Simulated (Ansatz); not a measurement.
Band table of Hf (diamond type)

```yaml
crystal:
  lattice:
    - [0.00000, 3.11149, 3.11149]
    - [3.11149, 0.00000, 3.11149]
    - [3.11149, 3.11149, 0.00000]
  atoms:
    - { symbol: Hf, position: [0.87500, 0.87500, 0.87500] }
    - { symbol: Hf, position: [0.12500, 0.12500, 0.12500] }
```

The cell comes from a relaxation on PAW files under the same functional, begun from a prototype that needn't be the stable phase.

Level of theory: DFT with LDA, scalar-relativistic, in Ansatz 0.2.0; a Γ-centred 11×11×11 k mesh, Fermi–Dirac smearing of 0.05 eV, no spin polarisation. LAPW: all electrons, basis error target 1 meV/atom.

Spin–orbit coupling is left out, which matters for the heavy atoms.

Path points, in fractions of the reciprocal vectors: Γ (0.000, 0.000, 0.000), X (0.500, 0.000, 0.500), U (0.625, 0.250, 0.625), K (0.375, 0.375, 0.750), L (0.500, 0.500, 0.500), W (0.500, 0.250, 0.750). The distance column jumps between branches of the path. Levels in eV from the Fermi level; bands 25 to 49, counted from the lowest band of the run. The gap is zero, the pressure 0.03 GPa.

```
# k(1/Å) point b25 b26 b27 b28 b29 b30 b31 b32 b33 b34 b35 b36 b37 b38 b39 b40 b41 b42 b43 b44 b45 b46 b47 b48 b49
0.000 Γ -11.92 -11.87 -11.87 -11.87 -11.84 -11.84 -11.84 -11.78 -11.78 -11.78 -11.75 -11.75 -11.75 -11.74 -5.42 -0.62 -0.62 0.14 0.14 0.14 2.29 2.29 2.29 6.45 6.45
0.144 - -11.92 -11.87 -11.87 -11.87 -11.84 -11.83 -11.83 -11.78 -11.78 -11.78 -11.76 -11.75 -11.75 -11.74 -5.32 -0.81 -0.56 0.17 0.17 0.31 2.01 2.29 2.29 6.31 6.52
0.288 - -11.91 -11.87 -11.87 -11.87 -11.84 -11.83 -11.83 -11.78 -11.78 -11.78 -11.76 -11.75 -11.75 -11.75 -5.00 -1.15 -0.37 0.22 0.22 0.60 1.36 2.33 2.33 5.90 6.62
0.433 - -11.91 -11.87 -11.87 -11.86 -11.84 -11.83 -11.83 -11.79 -11.79 -11.78 -11.77 -11.75 -11.75 -11.75 -4.47 -1.48 -0.07 0.28 0.28 0.58 0.83 2.46 2.46 5.30 6.65
0.577 - -11.90 -11.87 -11.87 -11.85 -11.84 -11.83 -11.83 -11.79 -11.79 -11.78 -11.78 -11.76 -11.76 -11.76 -3.77 -1.73 -0.17 0.30 0.30 0.35 0.88 2.75 2.75 4.57 6.60
0.721 - -11.89 -11.87 -11.87 -11.85 -11.84 -11.83 -11.83 -11.79 -11.79 -11.79 -11.77 -11.76 -11.76 -11.76 -2.91 -1.86 -0.81 0.28 0.28 0.62 0.88 3.20 3.20 3.78 6.48
0.865 - -11.88 -11.86 -11.86 -11.86 -11.84 -11.84 -11.83 -11.81 -11.78 -11.78 -11.77 -11.77 -11.77 -11.77 -1.97 -1.85 -1.27 0.00 0.25 0.25 1.51 2.98 3.77 3.77 6.10
1.010 X -11.87 -11.87 -11.85 -11.85 -11.85 -11.85 -11.82 -11.82 -11.78 -11.78 -11.77 -11.77 -11.77 -11.77 -1.70 -1.70 -0.88 -0.88 0.24 0.24 2.21 2.21 4.15 4.15 5.58
1.061 - -11.87 -11.87 -11.85 -11.85 -11.85 -11.85 -11.82 -11.82 -11.78 -11.78 -11.77 -11.77 -11.77 -11.77 -1.71 -1.69 -0.89 -0.87 0.23 0.27 2.18 2.21 4.11 4.20 5.56
1.112 - -11.87 -11.87 -11.85 -11.85 -11.85 -11.85 -11.82 -11.82 -11.78 -11.78 -11.77 -11.77 -11.77 -11.76 -1.73 -1.67 -0.93 -0.85 0.20 0.36 2.11 2.19 4.02 4.36 5.50
1.163 - -11.87 -11.87 -11.86 -11.85 -11.85 -11.85 -11.82 -11.82 -11.78 -11.78 -11.77 -11.77 -11.77 -11.76 -1.75 -1.64 -0.99 -0.81 0.14 0.51 2.02 2.17 3.87 4.59 5.41
1.214 - -11.87 -11.87 -11.86 -11.85 -11.84 -11.84 -11.82 -11.82 -11.79 -11.78 -11.77 -11.77 -11.76 -11.76 -1.78 -1.59 -1.07 -0.77 0.07 0.69 1.92 2.14 3.69 4.88 5.28
1.265 - -11.87 -11.87 -11.86 -11.85 -11.84 -11.84 -11.82 -11.82 -11.79 -11.78 -11.77 -11.77 -11.76 -11.76 -1.81 -1.53 -1.16 -0.70 -0.03 0.90 1.82 2.11 3.50 5.11 5.21
1.316 - -11.88 -11.87 -11.86 -11.86 -11.84 -11.83 -11.82 -11.82 -11.80 -11.78 -11.77 -11.77 -11.76 -11.76 -1.84 -1.46 -1.25 -0.63 -0.13 1.13 1.75 2.08 3.30 4.93 5.57
1.367 U -11.88 -11.87 -11.86 -11.86 -11.84 -11.83 -11.82 -11.82 -11.80 -11.79 -11.77 -11.77 -11.76 -11.76 -1.88 -1.39 -1.35 -0.56 -0.25 1.36 1.68 2.05 3.12 4.72 5.79
1.985 K -11.88 -11.87 -11.86 -11.86 -11.84 -11.83 -11.82 -11.82 -11.80 -11.79 -11.77 -11.77 -11.76 -11.76 -1.88 -1.39 -1.35 -0.56 -0.25 1.36 1.68 2.05 3.12 4.72 5.79
2.138 - -11.89 -11.87 -11.86 -11.86 -11.83 -11.82 -11.81 -11.81 -11.81 -11.79 -11.77 -11.76 -11.76 -11.76 -2.25 -1.41 -1.13 -0.60 -0.31 1.55 1.78 1.97 3.02 4.03 5.79
2.291 - -11.89 -11.87 -11.86 -11.86 -11.84 -11.82 -11.81 -11.81 -11.80 -11.79 -11.77 -11.77 -11.76 -11.75 -2.94 -1.10 -0.89 -0.89 -0.08 1.44 1.55 1.94 3.36 3.77 6.23
2.444 - -11.90 -11.87 -11.86 -11.86 -11.85 -11.82 -11.82 -11.80 -11.80 -11.78 -11.77 -11.76 -11.75 -11.75 -3.70 -1.05 -0.74 -0.59 0.11 1.24 1.27 1.97 2.82 4.68 6.59
2.597 - -11.91 -11.87 -11.87 -11.86 -11.84 -11.82 -11.82 -11.79 -11.79 -11.78 -11.77 -11.76 -11.75 -11.75 -4.40 -1.07 -0.68 -0.04 0.23 1.02 1.11 2.06 2.47 5.46 6.60
2.750 - -11.91 -11.87 -11.87 -11.87 -11.84 -11.83 -11.83 -11.79 -11.79 -11.78 -11.76 -11.76 -11.75 -11.75 -4.95 -0.96 -0.66 0.19 0.24 0.69 1.45 2.16 2.32 6.02 6.55
2.903 - -11.92 -11.87 -11.87 -11.87 -11.84 -11.83 -11.83 -11.78 -11.78 -11.78 -11.76 -11.76 -11.75 -11.74 -5.30 -0.76 -0.63 0.17 0.18 0.33 2.02 2.25 2.29 6.35 6.48
3.056 Γ -11.92 -11.87 -11.87 -11.87 -11.84 -11.84 -11.84 -11.78 -11.78 -11.78 -11.75 -11.75 -11.75 -11.74 -5.42 -0.62 -0.62 0.14 0.14 0.14 2.29 2.29 2.29 6.45 6.45
3.181 - -11.92 -11.87 -11.87 -11.87 -11.84 -11.83 -11.83 -11.78 -11.78 -11.78 -11.75 -11.75 -11.75 -11.74 -5.34 -0.68 -0.68 0.12 0.24 0.24 2.11 2.27 2.27 6.43 6.43
3.306 - -11.92 -11.87 -11.87 -11.87 -11.84 -11.83 -11.83 -11.78 -11.78 -11.78 -11.76 -11.76 -11.75 -11.74 -5.11 -0.77 -0.77 0.07 0.44 0.44 1.64 2.26 2.26 6.36 6.36
3.431 - -11.91 -11.87 -11.87 -11.87 -11.84 -11.83 -11.83 -11.79 -11.79 -11.78 -11.76 -11.76 -11.76 -11.75 -4.73 -0.82 -0.82 0.02 0.58 0.58 1.03 2.34 2.34 6.22 6.22
3.556 - -11.91 -11.87 -11.87 -11.87 -11.84 -11.83 -11.83 -11.79 -11.79 -11.78 -11.76 -11.76 -11.76 -11.75 -4.25 -0.81 -0.81 -0.05 0.42 0.56 0.56 2.58 2.58 6.00 6.00
3.680 - -11.90 -11.87 -11.86 -11.86 -11.84 -11.83 -11.83 -11.79 -11.79 -11.78 -11.76 -11.76 -11.76 -11.75 -3.71 -0.73 -0.73 -0.36 0.13 0.40 0.40 2.96 2.96 5.71 5.71
3.805 - -11.89 -11.87 -11.86 -11.86 -11.85 -11.84 -11.84 -11.79 -11.79 -11.79 -11.77 -11.77 -11.76 -11.75 -3.22 -0.83 -0.61 -0.61 0.14 0.21 0.21 3.35 3.35 5.39 5.39
3.930 L -11.89 -11.87 -11.85 -11.85 -11.85 -11.84 -11.84 -11.79 -11.78 -11.78 -11.77 -11.77 -11.76 -11.75 -3.00 -1.05 -0.55 -0.55 0.11 0.11 0.16 3.53 3.53 5.12 5.23
4.032 - -11.89 -11.87 -11.85 -11.85 -11.85 -11.84 -11.84 -11.79 -11.79 -11.78 -11.77 -11.77 -11.76 -11.75 -2.95 -1.14 -0.62 -0.54 0.09 0.17 0.36 3.45 3.46 5.13 5.19
4.134 - -11.89 -11.87 -11.86 -11.85 -11.85 -11.84 -11.84 -11.79 -11.79 -11.79 -11.77 -11.77 -11.76 -11.75 -2.79 -1.34 -0.79 -0.48 0.06 0.31 0.78 3.22 3.29 5.00 5.26
4.236 - -11.89 -11.87 -11.86 -11.85 -11.85 -11.83 -11.83 -11.80 -11.79 -11.78 -11.78 -11.77 -11.76 -11.75 -2.55 -1.52 -0.98 -0.38 0.02 0.47 1.27 2.86 3.10 4.87 5.40
4.338 - -11.89 -11.87 -11.86 -11.85 -11.85 -11.83 -11.82 -11.81 -11.80 -11.78 -11.78 -11.76 -11.76 -11.75 -2.23 -1.66 -1.18 -0.32 0.06 0.63 1.65 2.41 3.06 4.79 5.43
4.440 - -11.88 -11.87 -11.86 -11.85 -11.85 -11.82 -11.82 -11.81 -11.80 -11.78 -11.78 -11.77 -11.76 -11.75 -1.88 -1.73 -1.32 -0.44 0.28 0.80 1.69 1.93 3.41 4.78 5.38
4.542 - -11.88 -11.87 -11.86 -11.85 -11.84 -11.83 -11.81 -11.81 -11.80 -11.79 -11.78 -11.77 -11.76 -11.76 -1.74 -1.67 -1.29 -0.67 0.59 0.98 1.47 1.50 4.06 4.83 5.26
4.644 W -11.88 -11.88 -11.85 -11.85 -11.84 -11.84 -11.81 -11.81 -11.80 -11.80 -11.78 -11.78 -11.76 -11.76 -1.70 -1.70 -0.98 -0.98 0.95 0.95 1.29 1.29 4.73 4.73 5.20
4.716 - -11.88 -11.88 -11.85 -11.85 -11.84 -11.84 -11.81 -11.81 -11.79 -11.79 -11.78 -11.78 -11.76 -11.76 -1.70 -1.70 -0.97 -0.97 0.86 0.86 1.39 1.39 4.68 4.68 5.24
4.788 - -11.88 -11.88 -11.85 -11.85 -11.84 -11.84 -11.81 -11.81 -11.79 -11.79 -11.77 -11.77 -11.76 -11.76 -1.70 -1.70 -0.96 -0.96 0.70 0.70 1.57 1.57 4.57 4.57 5.33
4.861 - -11.88 -11.88 -11.85 -11.85 -11.84 -11.84 -11.82 -11.82 -11.79 -11.79 -11.77 -11.77 -11.76 -11.76 -1.70 -1.70 -0.94 -0.94 0.55 0.55 1.77 1.77 4.44 4.44 5.42
4.933 - -11.87 -11.87 -11.85 -11.85 -11.85 -11.85 -11.82 -11.82 -11.78 -11.78 -11.77 -11.77 -11.76 -11.76 -1.70 -1.70 -0.92 -0.92 0.42 0.42 1.94 1.94 4.33 4.33 5.49
5.005 - -11.87 -11.87 -11.85 -11.85 -11.85 -11.85 -11.82 -11.82 -11.78 -11.78 -11.77 -11.77 -11.76 -11.76 -1.70 -1.70 -0.90 -0.90 0.32 0.32 2.08 2.08 4.23 4.23 5.54
5.077 - -11.87 -11.87 -11.85 -11.85 -11.85 -11.85 -11.82 -11.82 -11.78 -11.78 -11.77 -11.77 -11.77 -11.77 -1.70 -1.70 -0.89 -0.89 0.26 0.26 2.18 2.18 4.17 4.17 5.57
5.149 X -11.87 -11.87 -11.85 -11.85 -11.85 -11.85 -11.82 -11.82 -11.78 -11.78 -11.77 -11.77 -11.77 -11.77 -1.70 -1.70 -0.88 -0.88 0.24 0.24 2.21 2.21 4.15 4.15 5.58
```
